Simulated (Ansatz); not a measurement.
Te2Mo in space group P6_3/mmc (No. 194; Mo on 2c, Te on 4f), LDA in the plane-wave PAW code Ansatz, all energies at zero smearing, with the estimated change up to a 700 eV cutoff added, with one set of potentials and settings (totals compare only within such a set). Cell of 6 atoms (2 Mo, 4 Te): -36996.262 eV.

```csv
element,reference phase,E (eV/atom)
Mo,"Im-3m, 1 atoms in the cell",-4842.8590
Te,"P3_121, 3 atoms in the cell",-6827.2001
```

Formation energy per atom, worked out: (-36996.262 − 2×(-4842.8590) − 4×(-6827.2001))/6 = -0.291 eV/atom (-28 kJ per mol of atoms), at 0 K, without zero-point energy or fitted corrections.

The LDA relaxation kept the symmetry of its start; of distortions, only those at the zone centre were tested. No spin polarisation was allowed. The volume moved by -17 % from the start of the relaxation. A crystal of weakly bound layers computed without a dispersion correction: the cell and the soft elastic constants depend strongly on that. The references are the lowest solids computed at this level, not always the standard phases. Spin–orbit coupling is left out wherever it is not named.

Potentials: the later of the program's two PAW sets.
